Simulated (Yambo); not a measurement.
Yambo run on K₂PtH₆ (space group Fm-3m, No. 225). The wavefunctions are norm-conserving PBEsol (Quantum ESPRESSO, 84 Ry, scalar-relativistic) ones on a 2×2×2 mesh (21 occupied bands); a = 5.7417 Å, b = 5.7417 Å, c = 5.7417 Å, α = 60.00°, β = 60.00°, γ = 60.00°.

Yambo input:

```
rim_cut
gw0
dyson
el_el_corr
HF_and_locXC
ppa
em1d
RandQpts= 1000000
RandGvec= 1 Ry
EXXRLvcs= 84 Ry
VXCRLvcs= 336 Ry
Chimod= "HARTREE"
% BndsRnXp
 5 | 121 |
%
NGsBlkXp= 7 Ry
% LongDrXp
 1.0 | 1.0 | 1.0 |
%
PPAPntXp= 27.2114 eV
% GbndRnge
 1 | 121 |
%
GTermKind= "BG"
DysSolver= "n"
ExtendOut
% QPkrange
 2 | 2 | 21 | 21 |
 3 | 3 | 21 | 22 |
%
```

k points by index: 2 = L, 3 = X.

Table of the .qp output:

```
#    K-point    Band    Eo [eV]    E [eV]    E-Eo [eV]    Vxc [eV]    Vnlxc [eV]    Sc|Eo [eV]    Sc|E [eV]    dSc/dw|Eo [eV]    Re(Z)    Im(Z)
#
    2    21    0.000000    -1.459071    -1.459071    -11.67028    -15.11864    1.683327    1.989296    -5.705863    0.826659    -0.001227
    3    21    -0.115566    -1.617246    -1.501680    -11.60289    -15.10703    1.687565    2.002463    -5.705761    0.826661    -0.001234
    3    22    3.900575    4.818568    0.917993    -10.14474    -6.582773    -2.488884    -2.643974    -4.596788    0.855483    -0.001077
```
(The two width columns are left out.) Convergence of these settings isn't established.

Spin-orbit coupling is not included.

Geometry of the Materials Project entry, not relaxed at this level.

The structure is a Materials Project entry; no match was found in the copy of COD used, and its stability was not checked.
